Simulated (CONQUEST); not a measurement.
Consider a self-consistent single point of SrTiO3 (Pmm2, 5 atoms in the cell; from Materials Project mp-5229, changed as shown).

```xyz
5
Lattice="3.9491 0.0000 0.0000 0.0000 3.9491 0.0000 0.0000 0.0000 3.9491" Properties=species:S:1:pos:R:3 pbc="T T T"
Sr     0.0000     0.0000     0.0000
Ti     1.9745     1.9745     1.9745
O      1.9745     0.0000     1.9745
O      0.0000     1.9745     1.9745
O      2.0145     1.9745     0.0000
```

Method: PBE, numerical atomic orbitals double-zeta with polarisation (the shipped basis), PseudoDojo norm-conserving potentials made for PBE (CONQUEST).

CONQUEST settings:

basis: DZP
Diag.MPMeshX, Y, Z: 6 6 6
potentials: PseudoDojo norm-conserving PBE
Grid.GridCutoff: 140 Ha
DM.SolutionMethod: diagon
Diag.SmearingType: 1
Diag.kT: 0.000367 Ha
Diag.GammaCentred: true
Diag.MPOrder: 0
minE.SCTolerance: 1.0e-07
SC.MaxIters: 100
SC.LinearMixingFactor: 0.5
SC.KerkerPreCondition: true
SC.KerkerFactor: 0.1 1/bohr
AtomMove.TypeOfRun: static

Estimate, at this level of theory: gap on the k-point mesh, pressure and largest force (vector length).

The run gave:

- Gap on the k-point mesh = 1.70 eV
- Pressure = -0.48 GPa
- Largest force (vector length) = 0.208 eV/Å

The gap is read on the k-point mesh of the run and can differ from the gap over the whole zone at this level.

For comparison: a first run was changed to give this one (atom 5 moved by +0.04 angstrom along x), and from it to this one the free energy stays essentially unchanged (within 1 meV/atom), the pressure hardly changes (-0.42 to -0.48 GPa), the largest force goes from under 0.1 to 0.21 eV/Å and the gap on the mesh hardly changes (1.706 to 1.704 eV).

The program uses no crystal symmetry, so grid and mesh can part values that symmetry would make equal. The atom-centred basis is finite, which shifts total energies, pressures, gaps and forces against plane waves. The structure comes from a collection of computed structures, made at another level of theory; the collection holds predicted forms beside known ones. Its lattice was then scaled.

Cost on one core: about 5 core-minutes (a rough figure).
